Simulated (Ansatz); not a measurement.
# Ta (Fm-3m), stationary points along a deformation path

All numbers below come from Ansatz, DFT r2SCAN, scalar-relativistic, plane waves, PAW. Settings: plane waves to 500 eV, k-mesh 28×28×28 (Γ-centred), Gaussian smearing 0.15 eV. Spin–orbit coupling is left out, which can shift energies with elements as heavy as these. No spin polarisation. Energies are free energies at this smearing, counted from the undisturbed cell; pressure is positive in compression.

Reference structure (relaxed at this level; this fcc form isn't the usual structure):

```xyz
1
Lattice="0.0000 2.1039 2.1039 2.1039 0.0000 2.1039 2.1039 2.1039 0.0000" Properties=species:S:1:pos:R:3 pbc="T T T"
Ta    0.0000    0.0000    0.0000
```

At fixed volume and fractional coordinates, lengths along (0.000, 0.000, 1.000) are scaled against those across it; ρ is that ratio over its starting value. V = 18.626 Å³/atom. Δσ is the stress along the axis less the mean stress across it (compression positive).

| ρ | ΔE (meV/atom) | Δσ (GPa) | space group |
| --- | --- | --- | --- |
| 0.650 | -208.8 | 6.10 | I4/mmm |
| 0.707 | -232.6 | 0.01 | Im-3m |
| 0.780 | -197.7 | -8.77 | I4/mmm |
| 0.850 | -121.3 | -13.76 | I4/mmm |
| 0.920 | -37.7 | -11.84 | I4/mmm |
| 0.960 | -8.0 | -5.54 | I4/mmm |
| 1.000 | 0.0 | 0.00 | Fm-3m |
| 1.050 | -9.4 | 5.06 | I4/mmm |
| 1.100 | -35.3 | 8.52 | I4/mmm |
| 1.200 | -77.3 | 1.61 | I4/mmm |
| 1.300 | -43.5 | -13.62 | I4/mmm |
| 1.414 | 105.9 | -31.78 | I4/mmm |
| 1.500 | 283.5 | -46.28 | I4/mmm |

Task: How does the stress give the slope of the energy, and where is the energy stationary?

Result: Along the path d ln(length) is 2/3 d ln ρ on the axis and −1/3 d ln ρ across it, so dE/d ln ρ = −(2/3) V Δσ: the energy falls with ρ where Δσ is positive. Δσ vanishes or changes sign at ρ = 0.707 (Im-3m), a minimum at -232.6 meV/atom; at ρ = 1.000 (Fm-3m), a maximum at 0.0 meV/atom; between ρ = 1.200 and 1.300, a minimum (near 1.21 by linear interpolation). Pairs of stationary points between two samples would go unseen, and could change a minimum read from distant neighbours into a maximum. At ρ = 0.707, 1.000 the cell is cubic, where symmetry alone makes the stress isotropic and the slope zero.

Task: Which shear constant sets the curvature at ρ = 1?

Result: For a cubic crystal E/V = (2/3) C (ln ρ)² with C = C′ = (C11 − C12)/2, so Δσ = −2C ln ρ. The parabola of Δσ against ln ρ through ρ = 0.960, 1 and 1.050 gives C ≈ -61 GPa with the ions clamped, rough because the steps are large. It is negative, so the cubic cell is unstable to this shear.

Task: Integrate that slope from ρ = 1 to 1.200 by the trapezoid rule.

Result: With V/N in Å³ and 1 eV/Å³ = 160.2 GPa the slopes at ρ = 1.000, 1.050, 1.100, 1.200 are 0, -392, -660, -125 meV/atom per unit of ln ρ. The steps add (-9.6) + (-24.5) + (-34.2) = -68.2 meV/atom, against -77.3 from the energies; the trapezoid rule misses the curvature of the slope within each step.

Task: Is the start the lowest point of the path?

Result: No: ρ = 0.707 lies 232.6 meV/atom lower, with no sampled rise above the start on the way. Volume and inner coordinates are held, so a relaxed structure there would lie lower still.

In a metal these slopes depend on the k mesh and the smearing.

Cost: 13 runs of about 2.8 core-minutes in all, on AMD EPYC 9R45 (Zen 5) (shared hosts).